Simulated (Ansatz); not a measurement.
KBr:
Space group Fm-3m (No. 225); a = b = c = 6.5501 Å, α = β = γ = 90.00°

```tsv
atom	site	symmetry	x	y	z
K	4a	m-3m	0.0000	0.0000	0.0000
Br	4b	m-3m	0.5000	0.5000	0.5000
```
(The calculation used a cell of 2 atoms; values per cell refer to that cell.)

Relaxed with PBEsol. PBEsol in the plane-wave PAW code Ansatz gives a gap of 4.34 eV.

Problem. What gap does HSE06 give on the same cell (Ansatz, PAW)?

Solution. 5.67 eV, 1.33 eV more. The hybrid was solved on a coarser mesh and at special points; its gap is the smallest among all of these.

| k | v1 PBEsol | c1 PBEsol | v1 HSE06 | c1 HSE06 |
|---|---|---|---|---|
| Γ | 0.00 | 4.34 | 0.00 | 5.67 |
| X | -0.30 | 5.72 | [?] | [?] |
| L | -0.36 | 6.48 | [?] | [?] |
| W | -0.57 | 7.30 | [?] | [?] |
| K | -0.35 | 6.47 | [?] | [?] |

Problem. Top valence (v1) and lowest conduction level (c1) in eV from each method's valence maximum (which need not be a listed point): supply the withheld HSE06 values.

Solution. 
- K, v1 HSE06: -0.37
- K, c1 HSE06: 7.82
- W, v1 HSE06: -0.59
- W, c1 HSE06: 8.68
- X, v1 HSE06: -0.32
- X, c1 HSE06: 7.03
- L, v1 HSE06: -0.37
- L, c1 HSE06: 7.80

Cost on shared cores: the PBEsol run (SCF on a 7×7×7 mesh, then bands and DOS) around 7 core-seconds (rough), the HSE06 run (SCF on 6×6×6, then a few points) about 80 core-seconds (a rough figure); the tasks are unlike.

The cell was relaxed with PBEsol under the symmetry of its start. Spin–orbit coupling is left out wherever it is not named.

Potentials: the later of the program's two PAW sets.
